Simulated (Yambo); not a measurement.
```xyz
12
Lattice="5.2106 0.0000 0.0000 -2.6053 4.5125 0.0000 0.0000 0.0000 6.0727" Properties=species:S:1:pos:R:3 pbc="T T T"
C      2.6053     1.5042     1.5182
C      0.0000     3.0083     4.5545
O      2.6053     2.7945     1.5182
O      0.0000     1.7180     4.5545
O     -1.1174     3.6535     4.5545
O      3.7227     0.8590     1.5182
O      1.4879     0.8590     1.5182
O      1.1174     3.6535     4.5545
Na     0.0000     3.0083     1.5182
Na     2.6053     1.5042     4.5545
Na     0.0000     0.0000     3.0363
Na     0.0000     0.0000     0.0000
```

Response from Yambo on norm-conserving LDA (Quantum ESPRESSO, 88 Ry, scalar-relativistic) bands: 3×3×4 mesh, 123 bands, 3 Ry local-field block, 0.2 eV broadening.

Give the static electronic dielectric constant without and with local fields along each axis.


```tsv
field along	ε(0), independent particles	ε(0), RPA with local fields	refractive index √ε
x	2.76	2.43	1.56
z	2.18	1.96	1.40
```
Electronic (clamped-ion) response only. LDA gaps are usually too small, which raises these values. Convergence of the RPA response with its 3×3×4 mesh was not tested. x, y and z are Cartesian axes of the cell as given.

Geometry of the Materials Project entry, not relaxed at this level.

The structure is a Materials Project entry; no match was found in the copy of COD used, and its stability was not checked.
